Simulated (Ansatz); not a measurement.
SiO₂ (rutile, P4_2/mnm), the program Ansatz at the LDA level (PAW). The conduction-band minimum lies at Γ, with 1 equivalent valley. Second derivatives d²E/dk² of the lowest band at one valley (eV·Å²), along Cartesian directions:

| direction | d²E/dk² |
|---|---|
| [100] | 14.70 |
| [010] | 14.70 |
| [001] | 19.13 |
| [110] | 14.70 |
| [101] | 16.92 |
| [011] | 16.92 |

Task: Find the principal effective masses, the density-of-states mass and the conductivity mass.

Result: Off-diagonal terms follow from H_xy = H[110] − (H_xx + H_yy)/2, and m*/mₑ = 7.620 eV·Å² over each eigenvalue: 0.40, 0.52, 0.52. One valley's DOS mass (m₁m₂m₃)^(1/3) = 0.47, conductivity mass 3/(Σ 1/mᵢ) = 0.47 mₑ.

Task: What effective density of states Nc follows at 300 K for parabolic valleys?

Result: Nc = 2.509e19 × 1 × (0.47)^(3/2) ≈ 8.1e18 cm⁻³.

Task: With the computed static dielectric constant 10.4 (mean of the diagonal), estimate a hydrogenic donor's binding energy and radius.

Result: E = 13.606 eV × 0.47/10.4² ≈ 59 meV; a = 0.529 Å × ε/m* ≈ 12 Å. Semilocal masses tend to be too small where the gap is.

This is a known high-pressure phase of the composition, computed here at zero pressure and temperature. The cell was relaxed with LDA under the symmetry of its start; phonons on a q-mesh show no instability.

Potentials: the later of the program's two PAW sets.
